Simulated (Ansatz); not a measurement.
**NaF (Fm-3m): from strained cells to moduli**

```xyz
2
Lattice="0.0000 2.3151 2.3151 2.3151 0.0000 2.3151 2.3151 2.3151 0.0000" Properties=species:S:1:pos:R:3 pbc="T T T"
Na    0.0000    0.0000    0.0000
F     2.3151    2.3151    2.3151
```

Level of theory, where no other is named: PBEsol, all-electron LAPW in Ansatz 0.2.0, scalar-relativistic. k mesh 10×10×10, fixed occupations, basis error target 1 meV/atom. The cell was relaxed by PAW under this functional.

The cell is cubic and carries a residual pressure of -0.02 GPa at this level. Each strain component that symmetry leaves independent is applied at ±0.008, the ions relax wherever a strain frees them, and the stress (tension positive, GPa) is read. Shears are engineering strains, γ = 2ε.

```json
{"strain": "xx", "size": "-0.008", "σxx": "-0.8397", "σyy": "-0.1613", "σzz": "-0.1613", "σyz": "0.0000", "σxz": "0.0000", "σxy": "0.0000"}
{"strain": "xx", "size": "+0.008", "σxx": "0.7846", "σyy": "0.1887", "σzz": "0.1887", "σyz": "0.0000", "σxz": "0.0000", "σxy": "0.0000"}
{"strain": "yz", "size": "-0.008", "σxx": "0.0182", "σyy": "0.0157", "σzz": "0.0157", "σyz": "-0.2181", "σxz": "0.0000", "σxy": "0.0000"}
{"strain": "yz", "size": "+0.008", "σxx": "0.0182", "σyy": "0.0157", "σzz": "0.0157", "σyz": "0.2181", "σxz": "0.0000", "σxy": "0.0000"}
```

A central difference gives one constant, for example C11 ≈ (0.7846 − (-0.8397))/(0.016) = 101.5 GPa; the program then imposes the crystal's symmetry on the whole matrix.

Problem. What are the independent elastic constants?

Solution. C11 = 101.5, C12 = 21.9, C44 = 27.3 GPa.

Problem. Do they meet the Born conditions?

Solution. C11 − C12 = 79.7, C11 + 2C12 = 145.3 and C44 = 27.3 GPa must all be positive, so the crystal is elastically stable; that says nothing yet of its phonons.

Problem. What moduli does a random aggregate of grains have?

Solution. B = (C11 + 2C12)/3 = 48.4 GPa. G_V = (C11 − C12 + 3C44)/5 = 32.3 and G_R = 5(C11 − C12)C44/(4C44 + 3(C11 − C12)) = 31.2, so G_H = 31.7 GPa. Then E = 9BG/(3B + G) = 78.2 GPa, ν = (3B − 2G)/(6B + 2G) = 0.231 and B/G = 1.53, on the brittle side of Pugh's 1.75 (a rule of thumb, made for metals; it doesn't predict ductility here).

Problem. With the density of 2.810 g/cm³, how fast does sound travel, and what Debye temperature follows?

Solution. 

```csv
direction,slow (m/s),middle (m/s),fast (m/s)
[100],3115,3115,6011
[110],3115,3765,5627
[111],3562,3562,5493
```

The mean of v⁻³ over directions and branches gives v_m = 3711 m/s and θ_D = (ħ/k_B) v_m (6π²n)^(1/3) = 477 K, n being atoms per volume. Young's modulus spans 69 to 94 GPa over directions, and the universal anisotropy index is 0.17.

Problem. How far do the constants move if PAW replaces LAPW in the same cell?

Solution. 

| constant | LAPW (GPa) | PAW (GPa) | difference |
| --- | --- | --- | --- |
| C11 | 101.5 | 101.1 | -0.4 |
| C12 | 21.9 | 22.1 | 0.2 |
| C44 | 27.3 | 27.3 | 0.0 |

Keep in mind: the frozen-core PAW files of the compared runs were fitted under PBE, their cores solved anew for this functional.
